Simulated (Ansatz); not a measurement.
## NbSi: one input, then a changed one

The structure comes from a relaxation in the same program, started in the wurtzite type, and has space group P6_3/mmc. Whether it is a known phase or the ground state wasn't checked. The relaxation left the symmetry of that type.

First run: DFT, PBE, PAW with Ansatz's default frozen-core files, scalar-relativistic (Ansatz 0.2.0).

Command: `ansatz run input.yaml --threads 1 --pin off --max-ram 3072MiB --backend cpu --events-out ev --progress --plain --runs-dir out` The run took 43 s on 1 thread of Arm Neoverse V1 (shared host).

```yaml
crystal:
  lattice:
    - [4.4076651727, 0.0, 0.0]
    - [-2.2038325864, 3.817150011, 0.0]
    - [0.0, 0.0, 4.9988071751]
  atoms:
    - { symbol: Nb, position: [0.3333333333, 0.6666666667, -0.0619998964] }
    - { symbol: Nb, position: [0.6666666667, 0.3333333333, 0.4380001036] }
    - { symbol: Si, position: [0.3333333333, 0.6666666667, 0.4379998964] }
    - { symbol: Si, position: [0.6666666667, 0.3333333333, 0.9379998964] }
kpoints:
  mp_grid: { grid: [10, 10, 6] }
  band_path:
    path:
      - [0.0, 0.0, 0.0]
      - [0.5, 0.0, 0.0]
      - [0.3333333333, 0.3333333333, 0.0]
      - [0.0, 0.0, 0.0]
      - [0.0, 0.0, 0.5]
      - [0.5, 0.0, 0.5]
      - [0.3333333333, 0.3333333333, 0.5]
      - [0.0, 0.0, 0.5]
      - [0.5, 0.0, 0.5]
    npoints: 14
scf:
  occupations: { method: fermi_dirac, width: 0.03 }
hamiltonian:
  xc: pbe
  pseudopotentials: { kind: paw }
output:
  forces: true
  stress: true
  eigenvalues: true
  efg: { contact_densities: true }
  populations: true
  bader: true
  dos: { projected: true, de: 0.2, e_range: [-14, 8] }
  write_density: true
  write_potential: true
  elf: true
  volumetric_format: npy
```

Result: converged; pressure 0.00 GPa; no gap on the k mesh; 7 SCF iterations.

A second input differs as follows:

```diff
@@ -25,7 +25,9 @@
 scf:
   occupations: { method: fermi_dirac, width: 0.03 }
+  max_iter: 100
 hamiltonian:
   xc: pbe
   pseudopotentials: { kind: paw }
+  hubbard: { sites: [{ species: Nb, l: f, u_eff: 30.0 }] }
 output:
   forces: true
@@ -34,9 +36,3 @@
   efg: { contact_densities: true }
   populations: true
-  bader: true
-  dos: { projected: true, de: 0.2, e_range: [-14, 8] }
-  write_density: true
-  write_potential: true
-  elf: true
-  volumetric_format: npy
```

What is wrong with it, and what does the program do?

The fault is a U on a shell that isn't there. The run refused before any iteration. The log ends:
```
Error: inconsistent input (hamiltonian.hubbard.sites[].l, hamiltonian.hubbard.sites[].shell): the file of Nb doesn't list 4f, and it can't be added: PBE doesn't bind the shell 4f of the free atom, whose level lies at +1.03 eV. Type an atom or ion with it (hamiltonian.pseudopotentials.projection_atoms), take another file or name another shell
```
